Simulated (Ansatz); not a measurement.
Mg₂Cu₃Si in space group P6_3/mmc (No. 194; Mg on 4f, Si on 2a, Cu on 6h), r²SCAN (plane waves, PAW; program Ansatz), all energies at zero smearing, with the estimated change up to a 700 eV cutoff added, with one set of potentials and settings (totals compare only within such a set). Cell of 12 atoms (4 Mg, 2 Si, 6 Cu): -48774.091 eV.

```tsv
element	reference phase	E (eV/atom)
Mg	P6_3/mmc, 2 atoms in the cell	-1926.4086
Si	Fd-3m, 2 atoms in the cell	-639.0667
Cu	Fm-3m, 1 atoms in the cell	-6631.2396
```

Formation energy per atom, worked out: (-48774.091 − 4×(-1926.4086) − 2×(-639.0667) − 6×(-6631.2396))/12 = -0.240 eV/atom (-23 kJ per mol of atoms), at 0 K, without zero-point energy or fitted corrections.

The first step of the workflow began from a Materials Project structure, measured or hypothetical; the Crystallography Open Database copy checked does not list it. Whether it is the stable phase at ambient conditions was not checked. The cell was relaxed with r²SCAN under the symmetry of its start; its stability against distortions is not shown here. The run is not spin-polarised. The references are the lowest solids computed at this level, not always the standard phases.

Potentials: the later of the program's two PAW sets.
